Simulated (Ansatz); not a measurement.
The relaxed structure here is a generated cell of B6As: the first start was made by placing the elements on the sites of a structure type, and the end was not matched to a known phase here, so it may be hypothetical.

A relaxed structure of B6As. Method: PBEsol (plane waves to 420 eV, PAW, scalar-relativistic; Ansatz, a quantum-chemistry and plane-wave program).

```xyz
7
Lattice="4.1337 0.0000 0.0000 0.0000 4.1337 0.0000 0.0000 0.0000 4.1337" Properties=species:S:1:pos:R:3 pbc="T T T"
As     0.0000     0.0000     0.0000
B      0.8235     2.0668     2.0668
B      3.3102     2.0668     2.0668
B      2.0668     2.0668     0.8235
B      2.0668     2.0668     3.3102
B      2.0668     0.8235     2.0668
B      2.0668     3.3102     2.0668
```

Q: Determine the symmetry and give the standard cell with its independent sites.

A: Space group Pm-3m (No. 221); a = b = c = 4.134 Å, α = β = γ = 90.00°

```json
[
 {"atom": "As", "site": "1a", "symmetry": "m-3m", "x": "0.0000", "y": "0.0000", "z": "0.0000"},
 {"atom": "B", "site": "6f", "symmetry": "4m.m", "x": "0.1992", "y": "0.5000", "z": "0.5000"}
]
```

This is the AFLOW prototype A6B_cP7_221_f_a (D2_1, as in CaB6).

Q: Give the shortest distances between elements (the closest pairs, up to four, under 3.6 Å).

A: B–B 1.65 Å; As–B 3.04 Å.

| Item | Value |
|---|---|
| Volume per atom | 10.09 Å³ |
| Density | 3.29 g/cm³ |
| Band gap | zero (metallic) |

No spin polarisation in the result. The relaxed primitive cell holds an odd number of electrons. A magnetic state may lie lower.

The run could not lose the symmetry of its start: the end is stationary, and may be a saddle point rather than a minimum.
